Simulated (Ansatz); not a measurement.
SrHfO₃ (cubic perovskite)

```yaml
crystal:
  lattice:
    - [4.10580, 0.00000, 0.00000]
    - [0.00000, 4.10580, 0.00000]
    - [0.00000, 0.00000, 4.10580]
  atoms:
    - { symbol: Sr, position: [0.50000, 0.50000, 0.50000] }
    - { symbol: Hf, position: [0.00000, 0.00000, 0.00000] }
    - { symbol: O, position: [0.00000, 0.50000, 0.00000] }
    - { symbol: O, position: [0.50000, 0.00000, 0.00000] }
    - { symbol: O, position: [0.00000, 0.00000, 0.50000] }
```

The slice is a {210} plane (indices of the conventional cell) through the point (0.000, 0.000, 0.000) (fractional), spanned by u = [100] and v = [021] in vectors of this cell: u (4.11 Å) and v (9.18 Å, at 90° to u). It covers one period; positions are fractions (u, v).

Calculation: PBEsol (plane waves to 420 eV, PAW, scalar-relativistic; Ansatz, a program for electronic structure). k mesh 8×8×8. These are valence fields of a PAW run, semicore shells included where kept as valence: close to a nucleus they are smooth pseudo fields. Spin-orbit coupling is left out, though Hf is heavy. SrHfO3 is run without spin polarisation. SrHfO3 was relaxed with its symmetry unable to fall.

Around which element is the density of the highest valence band (whole band, smooth part) largest on this plane?

O. Mean over a disc round each atom, of radius 0.45 times the shortest bond: O 0.128, Hf 0.007 e/Å³.

Around which element is the density of the lowest conduction band (whole band as if filled, smooth part) largest on this plane?

Hf. Mean over a disc round each atom, of radius 0.45 times the shortest bond: Hf 0.110, O 0.024 e/Å³.

Sketch the electron localisation function (ELF) on this plane as a map.


```tsv
v \ u	0.00	0.09	0.18	0.27	0.36	0.45	0.55	0.64	0.73	0.82	0.91
0.88	0.13	0.11	0.08	0.08	0.21	0.39	0.39	0.21	0.08	0.08	0.11
0.75	0.60	0.51	0.16	0.05	0.34	0.69	0.69	0.34	0.05	0.16	0.51
0.62	0.36	0.30	0.11	0.04	0.13	0.37	0.37	0.13	0.04	0.11	0.30
0.50	x	x	0.80	0.49	0.08	0.02	0.02	0.08	0.49	0.80	x
0.38	0.36	0.30	0.11	0.04	0.13	0.37	0.37	0.13	0.04	0.11	0.30
0.25	0.60	0.51	0.16	0.05	0.34	0.69	0.69	0.34	0.05	0.16	0.51
0.12	0.13	0.11	0.08	0.08	0.21	0.39	0.39	0.21	0.08	0.08	0.11
0.00	x	x	0.62	0.26	0.83	x	x	0.83	0.26	0.62	x
```

Values: electron localisation function (ELF). Points within 0.4 Å of a nucleus are blanked (x), as the pseudised field means little there.
